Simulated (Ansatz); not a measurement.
Relaxed GaN (wurtzite):

```xyz
4
Lattice="3.2184 0.0000 0.0000 -1.6092 2.7872 0.0000 0.0000 0.0000 5.2432" Properties=species:S:1:pos:R:3 pbc="T T T"
Ga     1.6092     0.9291     0.0051
Ga     0.0000     1.8581     2.6267
N      1.6092     0.9291     3.2730
N      0.0000     1.8581     0.6514
```

The atoms are displaced by Q × the pattern below (from a DFPT mode at Γ, largest move 1; Q in Å), at fixed cell. It is one choice among 2 degenerate patterns.

```
atom      x       y      z
----  -----  ------  -----
Ga1   0.000  -0.161  0.000
Ga2   0.000   0.161  0.000
N3    0.000  -1.000  0.000
N4    0.000   1.000  0.000
```

These are PBE (plane waves to 420 eV, PAW, scalar-relativistic; Ansatz, a first-principles code) values and carry that method's errors. k mesh 12×12×6 (Γ-centred), Fermi-Dirac smearing 0.05 eV. E stands for the smeared free energy. GaN was relaxed with its symmetry unable to fall. ΔE is measured from the undisplaced structure.

```tsv
Q (Å)	ΔE (meV/cell)
-0.180	413
-0.150	299
-0.120	200
-0.090	117
-0.060	withheld
-0.030	14
0.000	0
0.030	15
0.060	65
0.090	152
0.120	283
0.150	462
0.180	697
```

**Question.** Fit a polynomial form (powers 2, 3, 4) to the given rows and predict ΔE at Q = -0.060.

**Answer.** Least squares on the 12 given rows: ΔE = (16450)·Q² + (24280)·Q³ + (20880)·Q⁴, in meV/cell with Q in Å; root-mean-square residual 0.4 meV/cell. At -0.060 the fit gives 54 meV/cell; the calculation gives 54 meV/cell, the same to the digits shown. The quadratic term alone would give 59 meV/cell.

(For displaced atoms, the force is minus the slope of the energy, and its curvature is a force constant, which sets phonon frequencies.)
